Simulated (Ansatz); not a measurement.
# Y₂H₂C (P-3m1), two-dimensional strain map

Theory: DFT PBEsol, scalar-relativistic, plane waves, PAW in Ansatz. The runs took a 420 eV cutoff, a Γ-centred 18×18×8 mesh and Gaussian smearing (0.15 eV). No spin polarisation. Energies are free energies at this smearing, counted from the undisturbed cell; pressure is positive in compression.

Zero of the scan (as given, not relaxed at this level; it stands at -2.7 GPa, and it needn't be the usual structure):

```
Y H C
1.0
     3.65560    0.00000    0.00000
    -1.82780    3.16584    0.00000
     0.00000    0.00000    5.99730
Y H C
2 2 1
Cartesian
  0.0000 2.1106 1.3584
  1.8278 1.0553 4.6389
  0.0000 2.1106 3.6404
  1.8278 1.0553 2.3569
  0.0000 0.0000 0.0000
```

The cell is strained by p along both x and y and by q along z, fractional coordinates fixed. Points are written (p, q).

Energy above the undisturbed cell in meV/atom (a dash: not computed):

```csv
p \ q,-0.080,-0.040,0.000,0.040,0.080
-0.080,270.5,180.0,132.0,118.8,133.5
-0.040,106.2,44.2,20.3,28.2,61.4
0.000,44.9,5.4,0.0,23.1,69.5
0.040,62.0,40.6,49.7,84.2,139.7
0.080,137.6,130.8,151.3,194.6,256.7
```

Pressure in GPa:

```csv
p \ q,-0.080,-0.040,0.000,0.040,0.080
-0.080,38.5,28.7,20.6,13.9,8.5
-0.040,20.5,13.0,7.0,2.0,-1.9
0.000,7.5,1.9,-2.7,-6.3,-9.1
0.040,-1.6,-5.8,-9.3,-11.9,-14.0
0.080,-7.8,-11.0,-13.6,-15.6,-17.0
```